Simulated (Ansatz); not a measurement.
LiC6: pressure against volume

LiC6, P6/mmm, a = 4.306 Å, c = 3.681 Å. The structure is a Materials Project entry; whether it is the stable form wasn't checked. Ansatz: r2SCAN, PAW, 500 eV, Γ-centred 12×12×10 mesh on 7 atoms, Gaussian smearing 0.10 eV; no spin polarisation. Shape and atoms are relaxed at each volume; pressure is positive in compression.

```tsv
V (Å³/atom)	P (GPa)
7.432	11.83
7.685	7.86
7.938	4.67
8.192	2.13
8.445	0.02
8.698	-1.77
8.952	-3.31
9.290	?
```

Question: Take V0 = 8.445 Å³/atom, count pressures from its P0 = 0.02 GPa, fit the third-order Birch–Murnaghan form to the other rows, and predict the missing pressure.

Answer: With the Eulerian strain f = ½[(V0/V)^(2/3) − 1] and y = (P − P0)/[3f(1 + 2f)^(5/2)], the form is the line y = B0 + 1.5 B0 (B0′ − 4) f. Rows (f, y): 0.04446, 71.6; 0.03244, 68.8; 0.02107, 66.4; 0.01024, 65.3; -0.00974, 64.3; -0.01906, 64.2. Means f = 0.01324, y = 66.767; Σ(Δf)² = 0.002985, ΣΔfΔy = 0.3311; the slope is their ratio. y = 65.30 + 110.9 f GPa, so B0 = 65.3 GPa and B0′ = 4 + 2 × (110.9)/(3 × 65.30) = 5.13. At V = 9.290, f = -0.03080, y = 61.88 and P = -4.86 GPa. The run gave -5.01 GPa, so the fit is 0.15 GPa too high, within twice the rms miss on the fitted rows (0.10 GPa). The form still works here, 22 % of the fitted range beyond its end. With a term in f² added B0′ becomes 4.55, so this figure hangs on the form.